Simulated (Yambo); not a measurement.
G0W0@PBE for CdS (wurtzite, space group P6_3mc, No. 186) in Yambo. Reference settings: 3×3×2 Γ-centred k mesh, bands 9 to 195 and a 8 Ry block in the screening, 195 bands in G with the Bruneval-Gonze terminator, plasmon pole fitted at 27.2 eV. The PBE gap Γ → Γ on this mesh is 1.16 eV; G0W0 gaps are taken between the same points.

The settings were changed. The gap went from 2.13 eV to 2.09 eV, and the shift of the valence edge from -0.76 eV to -0.57 eV.

Problem. What was changed between the two runs?
A. 127 bands in W, 127 bands in G
B. 127 bands in G
C. 76 bands in W, 76 bands in G
D. no random integration

Solution. D, no random integration. The others gave (gap, valence shift): 127 bands in W, 127 bands in G: 2.14, -0.67 eV; 127 bands in G: 2.13, -0.75 eV; 76 bands in W, 76 bands in G: 2.21, -0.53 eV.

Spin-orbit coupling is not included.

Geometry of the Materials Project entry, not relaxed at this level; primitive cell a = 4.1688 Å, b = 4.1688 Å, c = 6.7796 Å, α = 90.00°, β = 90.00°, γ = 120.00°.

A shift is the quasiparticle energy of the state minus its PBE energy.
